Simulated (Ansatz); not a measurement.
Q: Name crystals whose computed values (plane-wave PAW PBEsol (Ansatz code)) fall in these windows: highest Γ mode, no LO–TO term (cm⁻¹) 1200 to 1400; B₀ by P(V) fit (GPa) 120 to 180.

A: 

```json
[
 {"crystal": "CaB6, Pm-3m (Ca on 1a, B on 6f)", "highest Γ mode, no LO–TO term (cm⁻¹)": "1284", "B₀ by P(V) fit (GPa)": "152"}
]
```
Others may fit too.

The cell was relaxed under the symmetry of its start.

Potentials: the later of the program's two PAW sets.
